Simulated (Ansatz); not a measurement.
Pt (fcc, Cu type)

```xyz
1
Lattice="0.0000 1.9850 1.9850 1.9850 0.0000 1.9850 1.9850 1.9850 0.0000" Properties=species:S:1:pos:R:3 pbc="T T T"
Pt     0.0000     0.0000     0.0000
```

This relaxed cell (volume V₀) is scaled evenly in all directions, its shape held. Symmetry pins the atoms to their sites.

Method: PBE (plane waves to 420 eV, PAW, scalar-relativistic; Ansatz, a program for electronic structure). k mesh 20×20×20 (Γ-centred), Fermi-Dirac smearing 0.05 eV. Energies are smeared free energies. Compression counts positive. Pt is run without spin polarisation. Pt was relaxed with its symmetry unable to fall. Spin-orbit coupling is left out, though Pt is heavy. The PAW data are Ansatz's earlier set. The zero of ΔE is the relaxed starting cell. The last digit holds for this mesh only.

| V (Å³/atom) | ΔE (meV/atom) |
|---|---|
| 14.079 | 151.9 |
| 14.340 | 101.4 |
| 14.601 | 62.5 |
| 14.862 | 33.8 |
| 15.122 | 14.5 |
| 15.383 | 3.5 |
| 15.644 | 0.0 |
| 15.905 | 3.3 |
| 16.165 | 12.5 |
| 16.426 | withheld |
| 16.687 | 46.8 |
| 16.947 | 70.7 |
| 17.208 | 98.5 |

Task: Fit a third-order Birch-Murnaghan form (E₀, V₀, B₀, B₀′ free) to the given rows and predict ΔE at V = 16.426.

Result: Least squares on the 12 given rows: ΔE = E₀ + (9V₀B₀/16)·y²·[2 + (B₀′ − 4)y], y = (V₀/V)^(2/3) − 1, with V₀ = 15.644 Å³/atom, B₀ = 247.8 GPa (160.2 GPa = 1 eV/Å³; the term in eV is multiplied by 1000), B₀′ = 5.44, E₀ = 0.02 meV/atom; root-mean-square residual 0.05 meV/atom. At 16.426 the fit gives 27.2 meV/atom; the calculation gives 27.3 meV/atom, so the interpolation is off by -0.1 (-0.4 %). For the pressure the fit gives -10.6 GPa against the computed -10.6 GPa.

(A scan under strain: stresses follow from slopes of the energy per volume, elastic moduli from its curvatures.)
